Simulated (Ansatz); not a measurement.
Os (diamond type), DFT, LDA, norm-conserving pseudopotentials, Ansatz's default files, scalar-relativistic (Ansatz 0.2.0), on 1 thread of Arm Neoverse V1 (shared host).

Command: `ansatz run input.yaml --threads 1 --pin off --max-ram 2048MiB --backend cpu --events-out ev --progress --plain --runs-dir out`

```yaml
crystal:
  lattice:
    - [0.0, 2.6608044056, 2.6608044056]
    - [2.6608044056, 0.0, 2.6608044056]
    - [2.6608044056, 2.6608044056, 0.0]
  atoms:
    - { symbol: Os, position: [-0.125, -0.125, -0.125] }
    - { symbol: Os, position: [0.125, 0.125, 0.125] }
kpoints:
  mp_grid: { grid: [13, 13, 13] }
scf:
  occupations: { method: fermi_dirac, width: 0.05 }
hamiltonian:
  xc: lda
  pseudopotentials: { kind: nc }
output:
  forces: true
  stress: true
  eigenvalues: true
```

(1) How large is the problem that the program sets up?

(2) About how long does it take?

## Answers

(1) 84 irreducible k-points, 2733 plane waves at Γ, 20 bands.

(2) 9.8 s of wall time for 7 SCF iterations. Times on shared machines scatter by tens of per cent.
